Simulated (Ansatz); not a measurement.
Given:

ZnO:
```
CELL_PARAMETERS angstrom
      3.23490     0.00000     0.00000
     -1.61745     2.80151     0.00000
      0.00000     0.00000     5.21190
ATOMIC_POSITIONS crystal
  Zn 0.66667 0.33333 0.00238
  Zn 0.33333 0.66667 0.50238
  O  0.66667 0.33333 0.62282
  O  0.33333 0.66667 0.12282
```

This is the r²SCAN-relaxed structure. Tensor components refer to the Cartesian frame of this cell.

Task: All from DFT-r²SCAN in the program Ansatz with PAW potentials, unless another level is named. Estimate the Poisson's ratio.

Result: 0.37.

Task: Predict the zero-point energy.

Result: 59.1 meV/atom.

Task: Next, the vibrational entropy at 300 K?

Result: 22.2 J/(K·mol of atoms).

Task: What about the elastic constants (relaxed ions, GPa)?

Result: C11 = 210, C12 = 129, C13 = 113, C33 = 221, C44 = 38.0.

Space group P6_3mc (wurtzite). The r²SCAN relaxation kept the symmetry of its start; phonons on a q-mesh show no instability.

Potentials: the later of the program's two PAW sets.
